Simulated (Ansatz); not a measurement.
Input:

LiHg:
```
LiHg
1.0
    3.25935     0.00000     0.00000
    0.00000     3.25935     0.00000
    0.00000     0.00000     3.25935
Li Hg
1 1
Direct
  0.00000   0.00000   0.00000
  0.50000   0.50000   0.50000
```

This is the PBEsol-relaxed structure.

All from plane-wave PAW PBEsol (Ansatz code), unless another level is named. Estimate the density of states at the Fermi level.

0.30 states/eV per atom (mean over ±0.08 eV).

Next, the formation energy from the elements (no fitted shifts)?

-41 kJ/mol of atoms.

Space group Pm-3m (CsCl type). The workflow started from an entry of the Crystallography Open Database (COD). Its standing as an ambient phase is unchecked. The PBEsol relaxation kept the symmetry of its start; whether a distortion lowers the energy is not shown. The references are the lowest solids computed at this level, not always the standard phases. Spin–orbit coupling is left out wherever it is not named.

Potentials: the later of the program's two PAW sets.
